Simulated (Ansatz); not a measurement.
# Kick test of a cell of Pd3PtSe4

The structure comes from a proposed guess, relaxed at this level; another structure or a mixture of phases may lie lower.

All numbers below come from DFT PBE, scalar-relativistic, plane waves, PAW in Ansatz 0.2.0. Settings: cutoff 420 eV, Γ-centred mesh 6×6×6 on the computed 16-atom cell, Gaussian smearing of 0.10 eV; no spin polarisation.

The cell below (16 atoms, space group P4_2/m (No. 84)) is relaxed within its symmetry.

```xyz
16
Lattice="6.8422 0.0000 0.0000 0.0000 6.8422 0.0000 0.0000 0.0000 7.0228" Properties=species:S:1:pos:R:3 pbc="T T T"
Pd    1.7703    3.6394    3.5114
Pd    5.0719    3.2029    3.5114
Pd    3.6394    5.0719    0.0000
Pd    3.2029    1.7703    0.0000
Pd    0.0000    0.0000    5.2671
Pd    0.0000    0.0000    1.7557
Pt    0.0000    3.4211    0.0000
Pt    3.4211    0.0000    3.5114
Se    1.3162    2.1134    5.4241
Se    1.3162    2.1134    1.5987
Se    5.5261    4.7289    1.5987
Se    5.5261    4.7289    5.4241
Se    2.1134    5.5261    1.9127
Se    2.1134    5.5261    5.1100
Se    4.7289    1.3162    5.1100
Se    4.7289    1.3162    1.9127
```

For the test it was strained at random (σ = 1.5 % a component), the atoms were moved at random (σ = 0.05 Å), and all was relaxed again on a coarse 4×4×4 mesh (in the run’s order of axes) with 0.20 eV smearing, with no symmetry imposed.

These runs have no spin–orbit coupling, which can matter for Pt.

Q: Does it come back?

A: It returns, within 1 meV/atom of the unmoved cell on that mesh and with the same symmetry when read at 0.1 Å (P1 at 0.01 Å, so small strains and shifts remain). So it is stable against the distortions that fit this cell and that this random move excites. Modes that don't fit the cell aren't tested.
